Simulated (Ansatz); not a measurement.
NaI:
Space group Fm-3m (No. 225); a = b = c = 6.259 Å, α = β = γ = 90.00°

```tsv
atom	site	symmetry	x	y	z
Na	4a	m-3m	0.0000	0.0000	0.0000
I	4b	m-3m	0.5000	0.5000	0.5000
```
(The calculation used a cell of 2 atoms; values per cell refer to that cell.)

Relaxed with LDA.

**Question.** Decompose the optical modes at the zone centre into irreducible representations, and say which are infrared and Raman allowed.

**Answer.** Point group m-3m: Γ_opt = T1u. Infrared: T1u. Raman: none.

**Question.** Assign frequencies (DFPT, the program Ansatz at the LDA level (PAW); without the LO–TO term).

**Answer.** T1u 131 cm⁻¹.

The LDA relaxation kept the symmetry of its start; phonons on a q-mesh show no instability. Spin–orbit coupling is left out wherever it is not named.

Potentials: the later of the program's two PAW sets.
